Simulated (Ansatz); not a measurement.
A crystal relaxed with r2SCAN in the PAW code Ansatz has space group I-4m2 (No. 119) and a = 2.711 Å, c = 11.889 Å.

| atom | site | x | y | z |
| --- | --- | --- | --- | --- |
| B | 4e | 0.5000 | 0.5000 | 0.3244 |
| Xx | 2d | 0.5000 | 0.0000 | 0.2500 |
| Xx | 4f | 0.0000 | 0.5000 | 0.1022 |
| Al | 2b | 0.5000 | 0.5000 | 0.0000 |

r2SCAN gives an indirect gap of 3.83 eV, from Γ to X; the least direct gap is 4.18 eV at M. A second conduction valley, at M, lies only 38 meV higher, so their order isn't settled. With HSE06 the valence top lies at Γ and the conduction bottom at X, 4.55 eV higher; the smallest vertical gap, at M, is 4.97 eV. PBE gives an indirect gap of 3.26 eV, from Γ to X; the least direct gap is 3.62 eV at M. Meshes: r2SCAN 12×12×12, HSE06 8×8×8, PBE 12×12×12.

Task: Which element is Xx?
A. N
B. Sb
C. As
D. Bi

Result: A. Xx is N: AlB2N3 as one 6-atom ordering (I-4m2) on the zincblende lattice. B has 4 N at 1.61–1.62 Å; N has 4 B at 1.62 Å; N has 2 B at 1.61 Å and 2 Al at 1.82 Å; Al has 4 N at 1.82 Å.

Note: simulated data, non-magnetic, for a generated structure that need not be the stable one.
